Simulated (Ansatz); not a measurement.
Fields on a plane of NbRu (space group P4/mmm)

```
CELL_PARAMETERS angstrom
      2.99925     0.00000     0.00000
      0.00000     2.99925     0.00000
      0.00000     0.00000     3.37532
ATOMIC_POSITIONS crystal
  Nb 0.00000 0.00000 0.00000
  Ru 0.50000 0.50000 0.50000
```

The slice is a (001) plane (indices of the conventional cell) through the point (0.000, 0.000, 0.000) (fractional), spanned by u = [100] and v = [010] in vectors of this cell: u (3.00 Å) and v (3.00 Å, at 90° to u). It covers one period; positions are fractions (u, v).

Atoms on it: Nb at (0.00, 0.00).

These are LDA (plane waves to 420 eV, PAW, scalar-relativistic; Ansatz, a quantum-chemistry and plane-wave program) values and carry that method's errors. k mesh 15×15×14. Inside the PAW spheres the values are not all-electron values, and peaks at nuclei hang on which shells count as valence. NbRu is run without spin polarisation. NbRu was relaxed with its symmetry unable to fall.

| v \ u | 0.00 | 0.12 | 0.25 | 0.38 | 0.50 | 0.62 | 0.75 | 0.88 |
|---|---|---|---|---|---|---|---|---|
| 0.88 | 0.7 | 0.6 | 0.1 | -0.5 | -0.6 | -0.5 | 0.1 | 0.6 |
| 0.75 | 0.3 | 0.1 | -0.3 | -0.6 | -0.6 | -0.6 | -0.3 | 0.1 |
| 0.62 | -0.4 | -0.5 | -0.6 | -0.6 | -0.7 | -0.6 | -0.6 | -0.5 |
| 0.50 | -0.6 | -0.6 | -0.6 | -0.7 | -0.7 | -0.7 | -0.6 | -0.6 |
| 0.38 | -0.4 | -0.5 | -0.6 | -0.6 | -0.7 | -0.6 | -0.6 | -0.5 |
| 0.25 | 0.3 | 0.1 | -0.3 | -0.6 | -0.6 | -0.6 | -0.3 | 0.1 |
| 0.12 | 0.7 | 0.6 | 0.1 | -0.5 | -0.6 | -0.5 | 0.1 | 0.6 |
| 0.00 | 0.6 | 0.7 | 0.3 | -0.4 | -0.6 | -0.4 | 0.3 | 0.7 |

Values: log₁₀ of the valence density in e/Å³. The scale is logarithmic, as a density can span decades between atoms and voids.

```
|xxxxxxxx9999884411000011111100001144889999xxxxxx|
|xxxxxxxx9999773311000011111100001133779999xxxxxx|
|xxxxxx99998855220000001122110000002255889999xxxx|
|xx9999998866331100001122222211000011336688999999|
|999999886644110000001122222211000000114466889999|
|888877553311000000112222332222110000001133557788|
|554433221100000000112233333322110000000011223344|
|111111000000000011223333333333221100000000001111|
|000000000000111122223333333333222211110000000000|
|000000001111222233333333333333333322221111000000|
|111111112222223333333333333333333333222222111111|
|111111222222333333333333333333333333332222221111|
|111111112222223333333333333333333333222222111111|
|000000001111222233333333333333333322221111000000|
|000000000000111122223333333333222211110000000000|
|111111000000000011223333333333221100000000001111|
|554433221100000000112233333322110000000011223344|
|888877553311000000112222332222110000001133557788|
|999999886644110000001122222211000000114466889999|
|xx9999998866331100001122222211000011336688999999|
|xxxxxx99998855220000001122110000002255889999xxxx|
|xxxxxxxx9999773311000011111100001133779999xxxxxx|
|xxxxxxxx9999884411000011111100001144889999xxxxxx|
|xxxxxxxxxx998855110000111111000011558899xxxxxxxx|
```
Scale: ten equal steps from 0.16 (start of '0') to 0.76 (end of '9'), in the order '0123456789'. Values: electron localisation function (ELF). The map has 24 points along u (two characters each, u = 0 at the left) and 24 along v (v = 0 in the bottom row). Points within 0.5 Å of a nucleus are blanked (x), as the pseudised field means little there.
